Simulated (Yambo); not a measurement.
Yambo run on CaO (rock salt, space group Fm-3m, No. 225). The wavefunctions are PBEsol (pw.x of Quantum ESPRESSO, ONCV potentials, scalar-relativistic) ones on a 6×6×6 mesh (8 occupied bands); a = 3.368 Å, b = 3.368 Å, c = 3.368 Å, α = 60.00°, β = 60.00°, γ = 60.00°.

Yambo input:

```
rim_cut
HF_and_locXC
RandQpts= 1000000
RandGvec= 1 Ry
EXXRLvcs= 84 Ry
VXCRLvcs= 336 Ry
% QPkrange
 1 | 1 | 8 | 9 |
 4 | 4 | 8 | 9 |
 13 | 13 | 8 | 9 |
%
```

k points by index: 1 = Γ, 4 = L, 13 = X.

Resulting energies as the program prints them:

```
#    K-point    Band    Eo [eV]    Ehf [eV]    Vxc [eV]    Vnlxc [eV]
#
    1    8    0.000000    -5.325716    -19.25667    -24.58239
    1    9    4.819685    9.547166    -11.38060    -6.653123
    4    8    -1.258633    -6.702498    -17.79801    -23.24188
    4    9    7.148781    13.82660    -16.22008    -9.542261
    13    8    -0.370442    -5.828224    -18.83502    -24.29280
    13    9    3.549262    9.184405    -11.60160    -5.966454
```
Exchange alone, without screening.

Geometry relaxed with PBEsol.
